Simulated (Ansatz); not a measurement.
The relaxed structure here is a generated cell of Nb: the first start was made by placing the elements on the sites of a structure type, and the end was not matched to a known phase here, so it may be hypothetical. Known forms of Nb include space group No. 229.

A relaxed cell of Nb (P6/mmm (No. 191)), relaxed on a k-mesh at least as fine as the one used below. The numbers are results of PBE (plane waves to 420 eV, PAW, scalar-relativistic; Ansatz, a program for electronic structure), not measurements. Γ-centred k-mesh 8×8×12 on the run's cell (coarser than for final values), Fermi–Dirac smearing 0.05 eV.

```yaml
crystal:
  lattice:
    - [4.88601, 0.00000, 0.00000]
    - [-2.44301, 4.23141, 0.00000]
    - [0.00000, 0.00000, 2.68186]
  atoms:
    - { symbol: Nb, position: [0.00000, 0.00000, 0.00000] }
    - { symbol: Nb, position: [0.33333, 0.66667, 0.50000] }
    - { symbol: Nb, position: [0.66667, 0.33333, 0.50000] }
```

The atoms are displaced along an unstable phonon of this cell by (Å):

```json
[
 {"atom": "Nb1", "ux": "0.000", "uy": "0.000", "uz": "0.000"},
 {"atom": "Nb2", "ux": "0.000", "uy": "0.000", "uz": "0.150"},
 {"atom": "Nb3", "ux": "0.000", "uy": "0.000", "uz": "-0.150"}
]
```

### Question
What forces (eV/Å) and pressure result?

### Answer
```
atom    Fx    Fy     Fz
----  ----  ----  -----
Nb1   0.00  0.00   0.00
Nb2   0.00  0.00   1.01
Nb3   0.00  0.00  -1.01
```

Pressure -0.7 GPa.

### Question
Estimate the energy cost of the displacement in the harmonic approximation and compare with the calculation.

### Answer
For a harmonic well ΔE = −½ Σ F·u = -0.152 eV a cell, or -51 meV/atom. The calculated energy relative to the undisplaced cell is -0.06 eV/atom, so the harmonic estimate holds well.

The undisplaced cell is probably no minimum: from this displacement the run went on to Im-3m (No. 229), 0.20 eV/atom below it.

No spin polarisation in the result.
